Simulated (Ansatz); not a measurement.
Given:

TlBr:
Space group F-43m (No. 216); a = 7.5039 Å, b = 7.5039 Å, c = 7.5039 Å, α = 90.00°, β = 90.00°, γ = 90.00°

```
atom  site  symmetry       x       y       z
----  ----  --------  ------  ------  ------
Br      4c      -43m  0.2500  0.2500  0.2500
Tl      4a      -43m  0.0000  0.0000  0.0000
```
(The calculation used a cell of 2 atoms; values per cell refer to that cell.)

This is the PBE-relaxed structure.

Task: All from PBE in the plane-wave PAW code Ansatz, unless another level is named. Estimate the hole effective mass.

Result: 1.2, 1.2, 2.4 mₑ (principal values).

Task: Next, the band gap?

Result: 2.95 eV (indirect).

Task: What about the formation energy from the elements (no fitted shifts)?

Result: -0.81 eV/atom.

Task: And the conduction-band minimum?

Result: at X (3 equivalent valleys).

Task: What about the valence-band maximum?

Result: at W.

The cell is a constructed one: a structure type filled with these elements; neither database checked (COD, Materials Project) lists it. COD files the formula under space group No. 221, so this cell is another polymorph or a model. Whether it is the stable phase at ambient conditions was not checked. The cell was relaxed with PBE under the symmetry of its start; whether a distortion lowers the energy is not shown. The references are the lowest solids computed at this level, not always the standard phases. Scalar-relativistic: spin–orbit coupling is off unless named, which matters more the heavier the elements.

Potentials: the later of the program's two PAW sets.
